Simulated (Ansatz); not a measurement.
Relaxed candidate structures of Li:

A. Fm-3m (No. 225), cF4, fcc (Cu type); a = b = c = 4.3208 Å, α = β = γ = 90.00°; Li 4a (0.000, 0.000, 0.000)

B. Fd-3m, origin choice 1 (No. 227), cF8, diamond type; a = b = c = 5.878 Å, α = β = γ = 90.00°; Li 8b (0.500, 0.500, 0.500)

Q: Rank these by energy per atom (lowest first), as PBEsol (plane waves to 420 eV, PAW, scalar-relativistic; Ansatz, a program for electronic structure) gives it.

A: A (reference), B (+0.52 eV/atom)

Each run could gain symmetry but not lose that of its start, so entries can be saddle points. From databases, or of a type measured for this composition: Fm-3m, cF4, fcc (Cu type); the others are generated cells (placed on structure types, drawn at random, substituted or restacked) that were not matched to a known phase here. Energies are at zero temperature and pressure, without zero-point motion. Each cell has its own k-point mesh; energy differences are given only to the digits this allows. No spin polarisation in the result.
